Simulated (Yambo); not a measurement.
**How GW settings move the gap: GeSe monolayer**

G0W0@PBEsol for a free-standing GeSe monolayer (symmetry Pmn2_1, slab cell 15.7 Å high) in Yambo. Reference settings: 4×4×1 Γ-centred k mesh, bands 11 to 146 and a 6 Ry block in the screening, 146 bands in G with the Bruneval-Gonze terminator, plasmon pole fitted at 27.2 eV, slab-truncated Coulomb interaction, stochastic integration of W near q = 0. The PBEsol gap (0.25, 0.25) → (0.25, 0.25) on this mesh is 1.79 eV; G0W0 gaps are taken between the same points.

```csv
change from the reference,"G0W0 gap (0.25, 0.25) → (0.25, 0.25) (eV)",shift of the valence edge (eV),rough Yambo cost
reference settings,2.67,-0.72,1
"64 bands in W, 64 bands in G",2.73,-0.48,about 1/3
76 bands in W,2.70,-0.62,about 1/2
no stochastic integration of W,4.45,-1.70,–
5 Ry block,2.65,-0.70,within a factor of two
"64 bands in G, no terminator",2.69,-0.17,–
no terminator,2.66,-0.56,–
```

The reference isn't shown to be the converged limit. Costs are rough (shared machines), scaled to the same edge states, and given only for runs that recompute the screening. In the run with 146 bands and a 6 Ry block, which covers more k points, the smallest G0W0 gap is 2.48 eV, (-0.5, 0) → (0, -0.5). The mesh misses a band edge: along a dense path the PBEsol gap is 0.97 eV against 1.79 eV on the mesh. Without the stochastic integration, the mesh misses the sharp change of W near q = 0 in a layer: the 1.78 eV of that row are a sampling artefact.

Spin-orbit splittings are left out.

The standard potentials for Ge, Se keep a d shell in the valence without the s and p states of that shell. In tests on such compounds this moved G0W0 gaps by up to about 0.9 eV, so absolute quasiparticle energies here are unreliable; differences between settings are what counts.

Geometry relaxed with PBEsol; primitive cell a = 4.0176 Å, b = 3.9519 Å, c = 15.7000 Å, α = 90.00°, β = 90.00°, γ = 90.00°.

This is a model layer cut from the bulk structure; whether it is stable on its own was not checked.

A shift is the quasiparticle energy of the state minus its PBEsol energy.
